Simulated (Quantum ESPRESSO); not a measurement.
ZnGa2SiN4, a curve over one atom's position

Simulated, not a measurement. The program is pw.x of Quantum ESPRESSO 7.5 (plane-wave density functional theory). The cell is made up: 8 atoms on a wurtzite lattice, with randomly drawn elements, strain and displacements, not relaxed. PseudoDojo standard norm-conserving files (v0.5 for PBE, v0.4.1 for LDA and PBEsol) set the functional; there is no spin polarisation, spin-orbit coupling or dispersion term, and the masses in the input are unused placeholders.

Seven runs move atom 5 (N, counted in the order of the input) along x and keep all else fixed.

Input of the run at +0.0226:

```
&control calculation='scf', pseudo_dir='./dojo.nc.sr.pbe.v0_5.standard.upf', outdir='./o', disk_io='low', tprnfor=.true., tstress=.true. /
&system ibrav=0, nat=8, ntyp=4, nbnd=45, ecutwfc=84.00895049, nosym=.true., tot_charge=0,
 occupations='smearing', smearing='fd', degauss=0.0073498644
/
&electrons conv_thr=7.350e-09, electron_maxstep=60, /
ATOMIC_SPECIES
Ga 1.0 Ga.upf
N 1.0 N.upf
Si 1.0 Si.upf
Zn 1.0 Zn.upf
CELL_PARAMETERS angstrom
3.1455 0.0272 -0.0527
0.0471 5.5896 -0.0186
-0.0861 -0.0175 5.2273
ATOMIC_POSITIONS angstrom
Zn -0.0382 -0.1085 -0.0571
Ga 1.5739 2.7712 0.0338
Ga 1.6251 0.9092 2.6932
Si -0.0664 3.7476 2.6884
N -0.0581 -0.0249 1.9544
N 1.4756 2.8767 1.9185
N 1.5101 1.0513 4.5231
N 0.1145 3.7207 4.4987
K_POINTS automatic
8 6 6 1 1 1
```

| shift of atom 5 along x (Å) | free energy less that of the input shown (eV) | Fx on atom 5 (eV/Å) | Fy on atom 5 (eV/Å) | Fz on atom 5 (eV/Å) | pressure (GPa) | iterations |
| --- | --- | --- | --- | --- | --- | --- |
| -0.1250 | 0.2608 | 2.897 | -3.604 | 0.780 | 0.21 | 12 |
| -0.1031 | 0.2012 | 2.547 | -3.406 | 0.951 | -0.08 | 12 |
| -0.0858 | 0.1595 | 2.278 | -3.263 | 1.072 | -0.28 | 12 |
| +0.0226 | 0.0000 | 0.690 | -2.637 | 1.579 | -1.20 | 12 |
| +0.0346 | -0.0073 | 0.522 | -2.594 | 1.610 | -1.27 | 12 |
| +0.1314 | 0.0065 | -0.801 | -2.434 | 1.689 | -1.52 | 12 |

Question: one run is left out of the table, at +0.0728. Estimate its Fx on atom 5 (eV/Å).

Answer: -0.005. The whole row:

| shift of atom 5 along x (Å) | free energy less that of the input shown (eV) | Fx on atom 5 (eV/Å) | Fy on atom 5 (eV/Å) | Fz on atom 5 (eV/Å) | pressure (GPa) | iterations |
| --- | --- | --- | --- | --- | --- | --- |
| +0.0728 | -0.0171 | -0.005 | -2.492 | 1.678 | -1.42 | 12 |

A cubic fit gives dFx/dx = -14.24 eV/Å² at zero shift. Across the table the free energy follows the integral of the force to within 0.1 meV. A rerun of one of the cells at 1437 eV and a 10 x 8 x 8 mesh moved values by no more than 0.003 eV in energy, 0.02 GPa in stress and 0.002 eV/Å in force.